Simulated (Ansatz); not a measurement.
Method: Ansatz 0.2.0, DFT PBE, scalar-relativistic, plane waves, PAW. All cells share a 420 eV cutoff and Γ-centred k meshes spaced at most about 0.3 Å⁻¹ (about 0.25 or finer for metals, 2π included). No spin polarisation in the final relaxations.

These are static total energies at zero pressure.

Compare these two cells of In4TeS, each relaxed at this level.

A.

```yaml
crystal:
  lattice:
    - [5.00339, -5.89656, 0.00000]
    - [5.00339, 5.89656, 0.00000]
    - [0.00000, 0.00000, 4.16722]
  atoms:
    - { symbol: In, position: [0.82508, 0.17492, 0.50000] }
    - { symbol: In, position: [0.27892, 0.27892, 0.00000] }
    - { symbol: In, position: [0.72108, 0.72108, 0.00000] }
    - { symbol: In, position: [0.17492, 0.82508, 0.50000] }
    - { symbol: Te, position: [0.50000, 0.50000, 0.50000] }
    - { symbol: S, position: [0.00000, 0.00000, 0.00000] }
```

B.

```yaml
crystal:
  lattice:
    - [3.75938, 0.00000, 0.00000]
    - [0.00000, 3.75938, 0.00000]
    - [0.00000, 0.00000, 11.89253]
  atoms:
    - { symbol: In, position: [0.50000, 0.50000, 0.16029] }
    - { symbol: In, position: [0.00000, 0.00000, 0.63388] }
    - { symbol: In, position: [0.00000, 0.00000, 0.36612] }
    - { symbol: In, position: [0.50000, 0.50000, 0.83971] }
    - { symbol: Te, position: [0.00000, 0.00000, 0.00000] }
    - { symbol: S, position: [0.50000, 0.50000, 0.50000] }
```

**Question.** Which form is favoured at zero pressure, and by what margin per atom?

**Answer.** B is lower, by 204 meV/atom. A has space group Cmmm (No. 65), 41.0 Å³/atom and no gap on its mesh; B has space group P4/mmm (No. 123), 28.0 Å³/atom and no gap. Counting S or Te atoms around In (for each partner element, those within 1.25 times its shortest distance or 1.15 times the sum of covalent radii, where it is the nearest in units of that sum or under 1.3; the shortest distance is added where it exceeds 1.18 times the sum of covalent radii; a slash parts the counts of unlike sites), A has In 2 from 2.9 Å/3 and B has In 4/4 from 3.1 Å. Both come from invented guesses.

No dispersion correction is applied, so the spacing and binding between layers, chains or molecules are poorly described (Cmmm, P4/mmm), and this can change margins and order among such cells. These runs have no spin–orbit coupling, which can matter for Te. Cells relaxed within their symmetry can be saddle points.
